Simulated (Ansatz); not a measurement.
B4AsN3, ordered on the zincblende lattice (Amm2) with 8 atoms a cell, relaxed with r2SCAN. It is orthorhombic, Amm2 (No. 38); conventional cell a = 2.774 Å, b = 5.652 Å, c = 7.952 Å, 7.79 Å³ an atom. Around N lie 4 B at 1.65–1.69 Å; around N lie 4 B at 1.56–1.82 Å; around As lie 4 B at 1.86–1.90 Å and 2 As at 2.77 Å; around B lie 4 N at 1.69–1.82 Å; around B lie 3 N at 1.64–1.65 Å and 1 As at 1.90 Å; around B lie 2 N at 1.56 Å and 2 As at 1.86 Å.

```xyz
8
Lattice="2.7735 0.0000 0.0000 0.0000 2.8258 3.9759 0.0000 -2.8258 3.9759" Properties=species:S:1:pos:R:3 pbc="T T T"
N     0.0000    0.0000    0.0269
N     1.3868   -1.3538    1.9689
N     1.3868    1.3538    1.9689
As    0.0000    0.0000    3.9852
B     1.3868    0.0000    7.0068
B     0.0000    1.5601    5.0661
B     0.0000   -1.5601    5.0661
B     1.3868    0.0000    2.7425
```

3 runs of the PAW code Ansatz on this cell differ in the functional (and in the settings that go with it). Levels are in eV from each run's valence top; v1 is the last filled band, c1 the first empty one.

Run A, mean stress 0.0 GPa (compression positive):

| point | v2 | v1 | c1 | c2 |
| --- | --- | --- | --- | --- |
| Γ | -2.40 | -0.21 | 0.08 | 1.97 |
| Y | -4.77 | -1.29 | 1.03 | 2.27 |
| C₀ | -4.76 | -1.08 | 1.82 | 2.66 |
| Z | -6.47 | -3.89 | 3.24 | 4.12 |
| A₀ | -4.55 | -4.25 | 0.63 | 0.84 |
| T | -3.89 | -3.41 | 0.04 | 0.33 |

Run B, mean stress -3.2 GPa (compression positive):

| point | v2 | v1 | c1 | c2 |
| --- | --- | --- | --- | --- |
| Γ | -2.59 | 0.00 | 0.29 | 2.67 |
| Y | -5.02 | -1.40 | 1.54 | 2.85 |
| C₀ | -5.03 | -1.18 | 2.35 | 3.25 |
| Z | -6.83 | -4.12 | 3.96 | 4.72 |
| A₀ | -4.79 | -4.46 | 1.13 | 1.32 |
| T | -4.09 | -3.61 | 0.53 | 0.78 |

Run C, mean stress +3.2 GPa (compression positive):

| point | v2 | v1 | c1 | c2 |
| --- | --- | --- | --- | --- |
| Γ | -2.24 | -0.38 | 0.09 | 1.78 |
| Y | -4.50 | -1.21 | 0.80 | 1.97 |
| C₀ | -4.50 | -1.01 | 1.55 | 2.35 |
| Z | -6.14 | -3.66 | 2.92 | 3.72 |
| A₀ | -4.28 | -3.99 | 0.42 | 0.61 |
| T | -3.64 | -3.19 | -0.15 | 0.11 |

Task: Match the runs to PBE, r2SCAN, HSE06.

Result: A is r2SCAN, B is HSE06, C is PBE. In order of the gap: PBE none (overlap 0.16), r2SCAN 0.02, HSE06 0.29 eV. The stress vanishes for r2SCAN, which relaxed the cell.

Values at 0 K without nuclear motion; spin polarisation is off, and the phase may be a hypothetical one.

Spin-orbit coupling is left out.

The program warns that its thresholds are loose for a hybrid's stress.

Where bands overlap, v1 and c1 are numbered by the electron count and aren't everywhere filled or empty.

Where bands overlap the cell is a metal at that level, and these k meshes limit energies, forces and stress. Overlaps of a few tenths of an eV in semilocal functionals can be an artefact that a hybrid or GW lifts.

The meshes of the hybrids are coarse, so their gaps aren't converged to the digits shown.
